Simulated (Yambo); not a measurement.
Here is the system:

```xyz
5
Lattice="5.2644 0.0000 0.0000 0.0000 5.2644 0.0000 0.0000 0.0000 5.2644" Properties=species:S:1:pos:R:3 pbc="T T T"
Cl     0.0000     2.6322     2.6322
Cl     2.6322     0.0000     2.6322
Cl     2.6322     2.6322     0.0000
Cd     2.6322     2.6322     2.6322
Cs     0.0000     0.0000     0.0000
```

Workflow: PBEsol (pw.x of Quantum ESPRESSO, ONCV potentials, scalar-relativistic), then G0W0 in Yambo (2×2×2 Γ-centred k mesh, bands 5 to 268 and a 8 Ry block in the screening, 268 bands in G with the Bruneval-Gonze terminator, plasmon pole fitted at 27.2 eV).

Give the PBEsol and G0W0 gaps between the band edges found on this mesh, and say where the edges lie.

Edges: R → Γ. PBEsol: 1.63 eV; G0W0: 3.76 eV. Nearest settings tried, and what they do to the gap: 168 bands in G: +3 meV; 168 bands in W, 168 bands in G: +71 meV; 7 Ry block (341 vectors against 437): -26 meV. Not varied: mesh. So the settings aren't converged at that level. The k mesh is coarse. Spin-orbit splittings are left out. The cell is held in this high symmetry; tilts and polar distortions were not searched.

Geometry of the Materials Project entry, not relaxed at this level.
